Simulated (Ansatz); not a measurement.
**WC: which magnetic state is lowest?**

Method: DFT r2SCAN, scalar-relativistic, plane waves, PAW in Ansatz 0.2.0.

```cif
data_structure
_symmetry_space_group_name_H-M 'P 1'
_symmetry_Int_Tables_number 1
_cell_length_a 3.2955
_cell_length_b 3.2955
_cell_length_c 3.2955
_cell_angle_alpha 60.000
_cell_angle_beta 60.000
_cell_angle_gamma 60.000
_cell_volume 25.31
loop_
_atom_site_label
_atom_site_type_symbol
_atom_site_fract_x
_atom_site_fract_y
_atom_site_fract_z
_atom_site_occupancy
W1 W 0.00000 0.00000 0.00000 1
C1 C 0.25000 0.25000 0.25000 1
```

| Quantity | Value |
| --- | --- |
| plane-wave cutoff | 500 eV |
| Γ-centred k-mesh | 16×16×16 |
| occupation rule | Gaussian smearing, 0.1 eV |
| list of starting moments (μB, in atom order) | 2.5 0 |
| check for lower electronic states after the SCF | off |

All runs keep this geometry, which isn't relaxed for the lowest state (largest force there 0.000 eV/Å, pressure 3.2 GPa) and needn't be a stable compound; relaxing each order can shift differences of a few meV. Site moments are spin moments in atom-centred spheres that scale with the neighbour distance. The states are those that the runs reached from these starts; a lower one can exist. No antiferromagnetic start is among these.

**Question.** Starts tried: no spin; large parallel starting moments. Which state comes out lowest, and what are the moments?

**Answer.** All starts lose their moments; the cell is non-magnetic at this level.

```tsv
start	ends	energy above lowest (meV/atom)	site moments (μB)	gap on mesh (eV)	P (GPa)
no spin	non-magnetic	0.00	none over 0.05	metal	3.2
large parallel starting moments	non-magnetic	0.00	none over 0.05	metal	3.2
```

Cost: 2 runs of about 1.4 core-minutes in all, on Intel Xeon Platinum 8259CL (Skylake/Cascade Lake) (shared hosts).